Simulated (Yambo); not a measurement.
## Convergence of the G0W0 gap of CsH

G0W0@PBEsol for CsH (CsCl type, space group Pm-3m, No. 221) in Yambo. Reference settings: 4×4×4 Γ-centred k mesh, 192 bands and a 8 Ry block in the screening, 192 bands in G with the Bruneval-Gonze terminator, plasmon pole fitted at 27.2 eV. The PBEsol gap R → X on this mesh is 2.46 eV; G0W0 gaps are taken between the same points.

```json
[
 {"change from the reference": "reference settings", "G0W0 gap R → X (eV)": "4.41", "shift of the valence edge (eV)": "-1.40", "rough Yambo cost": "1"},
 {"change from the reference": "62 bands in W, 62 bands in G", "G0W0 gap R → X (eV)": "4.30", "shift of the valence edge (eV)": "-1.07", "rough Yambo cost": "about 1/3"},
 {"change from the reference": "118 bands in W, 118 bands in G", "G0W0 gap R → X (eV)": "4.37", "shift of the valence edge (eV)": "-1.31", "rough Yambo cost": "within a factor of two"},
 {"change from the reference": "62 bands in G", "G0W0 gap R → X (eV)": "4.39", "shift of the valence edge (eV)": "-1.34", "rough Yambo cost": "–"},
 {"change from the reference": "118 bands in G", "G0W0 gap R → X (eV)": "4.40", "shift of the valence edge (eV)": "-1.39", "rough Yambo cost": "–"},
 {"change from the reference": "80 bands in W", "G0W0 gap R → X (eV)": "4.33", "shift of the valence edge (eV)": "-1.21", "rough Yambo cost": "about 1/2"},
 {"change from the reference": "3 Ry block", "G0W0 gap R → X (eV)": "4.14", "shift of the valence edge (eV)": "-1.13", "rough Yambo cost": "within a factor of two"},
 {"change from the reference": "2 Ry block", "G0W0 gap R → X (eV)": "4.10", "shift of the valence edge (eV)": "-1.08", "rough Yambo cost": "within a factor of two"},
 {"change from the reference": "7 Ry block", "G0W0 gap R → X (eV)": "4.39", "shift of the valence edge (eV)": "-1.39", "rough Yambo cost": "within a factor of two"},
 {"change from the reference": "pole fitted at 15 eV", "G0W0 gap R → X (eV)": "4.37", "shift of the valence edge (eV)": "-1.31", "rough Yambo cost": "–"},
 {"change from the reference": "no random integration", "G0W0 gap R → X (eV)": "4.35", "shift of the valence edge (eV)": "-1.23", "rough Yambo cost": "–"},
 {"change from the reference": "62 bands in G, no terminator", "G0W0 gap R → X (eV)": "4.37", "shift of the valence edge (eV)": "-1.03", "rough Yambo cost": "–"},
 {"change from the reference": "118 bands in G, no terminator", "G0W0 gap R → X (eV)": "4.41", "shift of the valence edge (eV)": "-1.29", "rough Yambo cost": "–"},
 {"change from the reference": "no terminator", "G0W0 gap R → X (eV)": "4.42", "shift of the valence edge (eV)": "-1.36", "rough Yambo cost": "–"}
]
```

The reference isn't shown to be the converged limit. Costs are rough (shared machines), scaled to the same edge states, and given only for runs that recompute the screening.

Geometry of the Materials Project entry, not relaxed at this level; primitive cell a = b = c = 3.818 Å, α = β = γ = 90.00°.

The structure is a Materials Project entry; no match was found in the copy of COD used, and its stability was not checked.

A shift is the quasiparticle energy of the state minus its PBEsol energy.
